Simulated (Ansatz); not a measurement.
Put Ga3IrRu in P6/mmm (No. 191): Ga on 3f; Ru on 1b; Ir on 1a.

Level of theory: Ansatz 0.2.0, DFT PBE, scalar-relativistic, plane waves, PAW. Cutoff 420 eV, Γ-centred mesh, Gaussian smearing, collinear spin.

The zero of energy is the elements' standard structures at the same level; no fitted shifts are applied.

Q: Predict the relaxed structure.

A:

Space group P6/mmm (No. 191). a = 5.152 Å, b = 5.152 Å, c = 4.811 Å, α = 90.00°, β = 90.00°, γ = 120.00°
```json
{"atom": "Ga", "site": "3f", "symmetry": "mmm", "x": "0.5000", "y": "0.0000", "z": "0.0000"}
{"atom": "Ru", "site": "1b", "symmetry": "6/mmm", "x": "0.0000", "y": "0.0000", "z": "0.5000"}
{"atom": "Ir", "site": "1a", "symmetry": "6/mmm", "x": "0.0000", "y": "0.0000", "z": "0.0000"}
```

Ga has 2 Ir at 2.58 Å and 4 Ga at 2.58 Å; Ru is surrounded by 2 Ir at 2.41 Å; Ir is surrounded by 2 Ru at 2.41 Å and 6 Ga at 2.58 Å. Another local minimum with the same sites may exist.

Q: Where does its energy lie, and is it a metal?

A: The formation energy is +0.75 eV/atom. The gap on the 12×12×8 mesh of the 5-atom cell is 0 eV (a metal) and the net moment per atom is 0.08 μB. The moment by site is Ru 0.3 μB. It can't be a ground state, since the elements alone are lower.

The last run used collinear spin and Gaussian smearing of 0.10 eV. These runs have no spin–orbit coupling, which can matter for Ir. Another magnetic order may lie lower. Symmetry constrained the relaxation, so the result can be a saddle point. Another cell of Ga3IrRu relaxed alike, in Pm-3m, lies 151 meV/atom lower, so this cell isn't the stable form at this level. Site moments count only spheres around the atoms; the net moment includes the space between them.
